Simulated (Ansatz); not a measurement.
CsCaH3:
```xyz
5
Lattice="4.6031 0.0000 0.0000 0.0000 4.6031 0.0000 0.0000 0.0000 4.6031" Properties=species:S:1:pos:R:3 pbc="T T T"
Cs     0.0000     0.0000     0.0000
Ca     2.3016     2.3016     2.3016
H      2.3016     0.0000     2.3016
H      0.0000     2.3016     2.3016
H      2.3016     2.3016     0.0000
```

Relaxed with r²SCAN. Special points in fractions of this cell's reciprocal vectors: Γ (0.000, 0.000, 0.000); X (0.000, 0.500, 0.000); M (0.500, 0.500, 0.000); R (0.500, 0.500, 0.500).

List the band energies nearest the valence-band maximum at these points for r²SCAN with spin–orbit coupling (plane waves, PAW; program Ansatz).

In eV from the valence-band maximum; about four levels below and three above (degenerate sets whole), none deeper than 8.9 eV; points with the same levels are listed once.

| k | below | above |
|---|---|---|
| Γ | -0.69 -0.69 -0.69 -0.69 | 6.25 6.25 6.25 6.25 |
| X | -0.83 -0.83 -0.44 -0.44 | 5.40 5.40 5.98 5.98 |
| M | -0.08 -0.08 0.00 0.00 | 3.60 3.60 5.02 5.02 |
| R | -0.62 -0.62 -0.62 -0.62 | 5.11 5.11 5.34 5.34 5.34 5.34 |

Space group Pm-3m (cubic perovskite). The workflow started from a Materials Project entry (that database holds measured and hypothetical structures alike); the Crystallography Open Database copy checked does not list it. Whether it is the stable phase at ambient conditions was not checked. The cell was relaxed with r²SCAN under the symmetry of its start; whether a distortion lowers the energy is not shown.

Potentials: the later of the program's two PAW sets.
